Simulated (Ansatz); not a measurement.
Consider the following.

RbZn4As3:
```
CELL_PARAMETERS angstrom
      4.14846     0.00000     0.00000
      0.00000     4.14846     0.00000
      0.00000     0.00000    10.42152
ATOMIC_POSITIONS crystal
  Rb 0.00000 0.00000 0.50000
  Zn 0.00000 0.50000 0.15737
  Zn 0.50000 0.00000 0.15737
  Zn 0.00000 0.50000 0.84263
  Zn 0.50000 0.00000 0.84263
  As 0.50000 0.50000 0.28912
  As 0.50000 0.50000 0.71088
  As 0.00000 0.00000 0.00000
```

This is the r²SCAN-relaxed structure. x, y and z are the axes in which the lattice vectors are written.

### Question
All from r²SCAN in the plane-wave PAW code Ansatz, unless another level is named. Estimate the hole effective mass, band 2 of 2 at the edge.

### Answer
0.092 along x, 4.3 along z (mₑ).

### Question
Next, the gap with spin–orbit coupling?

### Answer
0.20 eV.

Space group P4/mmm. The workflow started from an entry of the Crystallography Open Database (COD, 200 K). Its standing as an ambient phase is unchecked. The r²SCAN relaxation kept the symmetry of its start; whether a distortion lowers the energy is not shown. Scalar-relativistic: spin–orbit coupling is off unless named, which matters more the heavier the elements.

Potentials: the later of the program's two PAW sets.
